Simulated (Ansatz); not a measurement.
## SrCdSiS4: what a change does to the field gradients

Base: a structure deposited in the COD whose atoms were relaxed with PBE, the cell held.

```xyz
14
Lattice="10.2821 0.0000 0.0000 0.0000 5.0775 3.1850 0.0000 -5.0775 3.1850" Properties=species:S:1:pos:R:3 pbc="T T T"
Sr    0.0000    0.0000    0.0115
Sr    5.1410    0.0000    0.0115
Cd    7.7116   -1.6999    2.8118
Cd    2.5705    1.6999    2.8118
Si    7.7116    2.2106    3.1143
Si    2.5705   -2.2106    3.1143
S     4.2985   -2.2795    4.3873
S     5.9836    2.2795    4.3873
S     0.8426   -2.2795    4.3873
S     9.4395    2.2795    4.3873
S     7.7116   -1.0189    5.1809
S     2.5705    1.0189    5.1809
S     7.7116    0.6740    1.6509
S     2.5705   -0.6740    1.6509
```

Sites (sets of like atoms) are named by element and the number of their first atom in this list.

Computed with Ansatz: DFT, PBE, plane waves and PAW, scalar-relativistic, 420 eV cutoff, Γ-centred 3×5×5 k-points, Fermi–Dirac smearing 0.02 eV.

(1) Variant: atom 9 (S) moved by 0.15 Å along (0.150, 0.000, 0.000) Å. What happens to the gradients (10²¹ V/m²)?

Results:

(1) 

| site | atoms | V_zz base | η base | V_zz variant | η variant |
| --- | --- | --- | --- | --- | --- |
| Sr1 | 1 | -3.72 | 0.74 | -4.24 | 0.64 |
| Sr2 | 2 | -3.72 | 0.74 | -3.62 | 0.79 |
| Cd3 | 3 | -10.42 | 0.07 | -10.41 | 0.08 |
| Cd4 | 4 | -10.42 | 0.07 | -11.12 | 0.14 |
| Si5 | 5 | -0.87 | 0.93 | -0.88 | 0.91 |
| Si6 | 6 | -0.87 | 0.93 | -1.82 | 0.63 |
| S7 | 7 | 9.33 | 0.78 | 9.36 | 0.65 |
| S8 | 8 | 9.33 | 0.78 | 9.39 | 0.78 |
| S9 | 9 | 9.33 | 0.78 | 7.99 | 0.72 |
| S10 | 10 | 9.33 | 0.78 | 9.26 | 0.78 |
| S11 | 11 | 9.72 | 0.96 | 9.71 | 0.96 |
| S12 | 12 | 9.72 | 0.96 | 9.33 | 0.99 |
| S13 | 13 | 10.06 | 0.57 | 10.04 | 0.56 |
| S14 | 14 | 10.06 | 0.57 | 9.87 | 0.53 |

The largest change of V_zz is on S9, from 9.33 to 7.99. In per cent, |V_zz| changes by -3 to +14 on Sr, 0 to +7 on Cd, +1 to +110 on Si, -14 to +1 on S (all sites that start above 0.5). Where |V_zz| stays above 0.1, η moves most on Si6, from 0.93 to 0.63. The number of symmetry-distinct sites goes from 6 to 14.

Without spin–orbit coupling (the program notes it for Cd and Sr) the gradients are little affected as a rule: paired runs on crystals with a gap mostly move them by under 2 % at such atoms.
For the variant: The atoms aren't relaxed after the move (largest force 2.4 eV/Å).
